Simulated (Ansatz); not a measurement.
The start is a generated cell, Sr placed in the hcp structure type. The cell and all atomic positions are relaxed at zero pressure with PBEsol (plane waves to 420 eV, PAW, scalar-relativistic; Ansatz, a program for electronic structure). The first steps use a coarse 9×9×5 k-mesh.

Input geometry:
```
CELL_PARAMETERS angstrom
      4.30749     0.00000     0.00000
     -2.15374     3.73040     0.00000
      0.00000     0.00000     6.99361
ATOMIC_POSITIONS crystal
  Sr 0.33333 0.66667 0.25000
  Sr 0.66667 0.33333 0.75000
```

By how much does the energy per atom fall from start to end?

0.01 eV/atom.

How does the volume change?

-6.8 %, from 56.19 to 52.34 Å³/atom.

What does it relax into? Give the structure.


```cif
data_Sr2
_chemical_formula_sum 'Sr2'
_space_group_name_H-M_alt 'P63/mmc'
_space_group_IT_number 194
_space_group_name_Hall '-P 6c 2c'
_cell_length_a 4.18979
_cell_length_b 4.18979
_cell_length_c 6.88581
_cell_angle_alpha 90.000
_cell_angle_beta 90.000
_cell_angle_gamma 120.000
loop_
_atom_site_label
_atom_site_type_symbol
_atom_site_symmetry_multiplicity
_atom_site_Wyckoff_symbol
_atom_site_fract_x
_atom_site_fract_y
_atom_site_fract_z
_atom_site_occupancy
Sr1 Sr 2 c 0.33333 0.66667 0.25000 1
```

The space group stays P6₃/mmc (No. 194) (the run could not lower it); the end is hcp (Mg type), with 2 atoms in the primitive cell. Final values are on a 13×13×7 k-mesh of the relaxed cell. No spin polarisation in the result.

The run could not lose the symmetry of its start.

All atoms sit on sites fixed by symmetry, so only the cell could relax.

This is a known allotrope of Sr, reached from a generated start. Known forms of Sr include space group No. 225.
